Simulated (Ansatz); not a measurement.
Consider a crystal of GaH₃ in space group P6_3/mmc (No. 194), with Ga on 6h; H on 6h and 12i. The guess for GaH₃ was made by a generator: 6-connected net, bridging atoms on its edges, bridges bent.

Theory: DFT PBE, scalar-relativistic, plane waves, PAW in Ansatz 0.2.0. Cutoff 420 eV, Γ-centred mesh, Gaussian smearing, no spin polarisation.

Formation energies are uncorrected and refer to the elements' standard structures at the same level (H₂ as a molecule).

**Question.** Give the relaxed lattice parameters and positions.

**Answer.**

Space group P6_3/mmc (No. 194). a = 8.126 Å, b = 8.126 Å, c = 4.658 Å, α = 90.00°, β = 90.00°, γ = 120.00°
```csv
atom,site,symmetry,x,y,z
Ga,6h,mm2,0.1889,0.8111,0.2500
H,6h,mm2,0.1575,0.5788,0.2500
H,12i,.2.,0.0000,0.7275,0.0000
```

Ga is surrounded by 6 H at 1.77 Å; H on a site of symmetry mm2 has 2 Ga at 1.77 Å; H on a site of symmetry 2 has 2 Ga at 1.77 Å. Another local minimum with the same sites may exist.

**Question.** And its energy and gap?

**Answer.** The formation energy is +0.33 eV/atom. The gap on the 6×6×8 mesh of the 24-atom cell is 0 eV (a metal). It can't be a ground state, since the elements alone are lower.

The last run used Gaussian smearing of 0.10 eV. With hydrogen, zero-point motion can shift formation energies by some tens of meV/atom. Symmetry constrained the relaxation, so the result can be a saddle point.
